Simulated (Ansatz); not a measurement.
A geometry of Bi$_{2}$Te$_{3}$ away from equilibrium: step 2 of the relaxation of a generated trial cell of Bi2Te3 in the AFLOW prototype A3B2_hP5_164_ad_d (D5_13, as in Al3Ni2). These are PBEsol (plane waves to 420 eV, PAW, scalar-relativistic; Ansatz, a quantum-chemistry and plane-wave program) values and carry that method's errors. Γ-centred k-mesh 5×5×4 on the run's cell (coarser than for final values), Fermi–Dirac smearing 0.05 eV. The plane waves were selected for a different cell earlier on the path.

```
CELL_PARAMETERS angstrom
      5.32154     0.00000     0.00000
     -2.66077     4.60859     0.00000
      0.00000     0.00000     6.44743
ATOMIC_POSITIONS crystal
  Te 0.00000 0.00000 0.00000
  Te 0.33333 0.66667 0.67092
  Te 0.66667 0.33333 0.32908
  Bi 0.33333 0.66667 0.17794
  Bi 0.66667 0.33333 0.82206
```

### Question
What forces act on the atoms (eV/Å)?

### Answer
| atom | Fx | Fy | Fz |
|---|---|---|---|
| Te1 | 0.00 | 0.00 | 0.00 |
| Te2 | 0.00 | 0.00 | 0.07 |
| Te3 | 0.00 | 0.00 | -0.07 |
| Bi4 | 0.00 | 0.00 | 0.57 |
| Bi5 | 0.00 | 0.00 | -0.57 |

The path ends in P-3m1 (No. 164). No spin polarisation in the result.

The run could not lose the symmetry of its start, so the end can be a saddle point.

The end of the path is a generated cell of Bi2Te3: the first start was made by placing the elements on the sites of a structure type, and the end was not matched to a known phase here, so it may be hypothetical. Known forms of Bi2Te3 include space group No. 166.
